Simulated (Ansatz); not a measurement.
## What settings do to one calculation: F started on an O site in rocksalt MgO, 16 atoms, charge +1

Ansatz (PAW, plane waves), atoms fixed. The base input:

```yaml
crystal:
  lattice:
    - [8.428808, 0.000000, 0.000000]
    - [0.000000, 4.214404, 0.000000]
    - [0.000000, 0.000000, 4.214404]
  atoms:
    - { symbol: O, position: [0.246846, 0.996889, 0.006653] }
    - { symbol: O, position: [0.743173, 0.986897, 0.994614] }
    - { symbol: O, position: [0.002269, 0.496732, 0.985438] }
    - { symbol: O, position: [0.994554, 0.002055, 0.493691] }
    - { symbol: O, position: [0.503043, 0.975971, 0.501615] }
    - { symbol: O, position: [0.248019, 0.499200, 0.496655] }
    - { symbol: O, position: [0.753174, 0.504231, 0.501685] }
    - { symbol: F, position: [0.503573, 0.510359, 0.991264] }
    - { symbol: Mg, position: [0.996675, 0.001365, 0.018432] }
    - { symbol: Mg, position: [0.499557, 0.017374, 0.020556] }
    - { symbol: Mg, position: [0.248070, 0.500921, 0.002417] }
    - { symbol: Mg, position: [0.742294, 0.512040, 0.001113] }
    - { symbol: Mg, position: [0.256518, 0.995307, 0.504604] }
    - { symbol: Mg, position: [0.743781, 0.996926, 0.512556] }
    - { symbol: Mg, position: [0.994117, 0.503777, 0.500401] }
    - { symbol: Mg, position: [0.498224, 0.491028, 0.504019] }
kpoints:
  mp_grid: { grid: [2, 2, 2], shift: [0.5, 0.5, 0.5] }
hamiltonian:
  xc: pbesol
total_charge: 1
scf:
  occupations: { method: fermi_dirac, width: 0.01 }
output:
  forces: true
  eigenvalues: true
  populations: true
  charged_corrections: { epsilon: 9.8 }
```

Command:

```sh
ansatz run in.yaml --threads 8 --pin off --max-ram 13300MiB --runs-dir r --events-out ev --progress --plain
```

It converged in 7 iterations and 0.6 s of wall time on 8 threads of an EPYC 9R45 processor, on a host shared with other runs; peak host memory 0.58 GiB; largest force component 3.02 eV/Å. The cutoff was the default, 420 eV. The base isn't a converged reference: it has few k points, and its atoms are unrelaxed. Each run below changes the keys shown and caps the iterations.

| run | changed | ending | iterations | free energy less the base (meV per atom) | rms change of forces (eV/Å) | change of pressure (GPa) | wall time (s, shared host) |
| --- | --- | --- | --- | --- | --- | --- | --- |
| 1 | initial_magnetization 2, dispersion d4, max_iter 90 | converged | 14 | other zero | 0.005 | – | 1 CPU |
| 2 | ecutwfc 120 eV, max_iter 70 | converged | 11 | 47758.7 | 2.057 | – | 0.3 CPU |
| 3 | mixing algorithm broyden, xc_grid 3 (2 is the default), max_iter 90 | converged | 9 | 0.0 | 0.000 | – | 0.5 CPU |
| 4 | accuracy low (cutoff and grids as in the base), max_iter 60 | converged | 7 | 0.0 | 0.000 | – | 0.5 CPU |
| 5 | accuracy high, max_iter 70, total_charge 2 | converged | 18 | other zero | 0.616 | – | 0.8 CPU |
| 6 | initial_magnetization 4, width 0.2 eV, max_iter 60, k points the single k point (½, ½, ½) | converged | 15 | -88.5 | 0.099 | – | 0.6 CPU |

«Other zero»: another functional, charge or dispersion term moves the zero of energy, so the difference says nothing of accuracy.

**Question.** Which changes leave the result alone, and which of the same physical model moves the forces most?

**Answer.** The forces move by under 0.002 eV/Å in runs 3, 4. Run 2 (ecutwfc 120 eV, max_iter 70) moves them most among the runs with the same functional, charge and dispersion term, by 2.057 eV/Å.
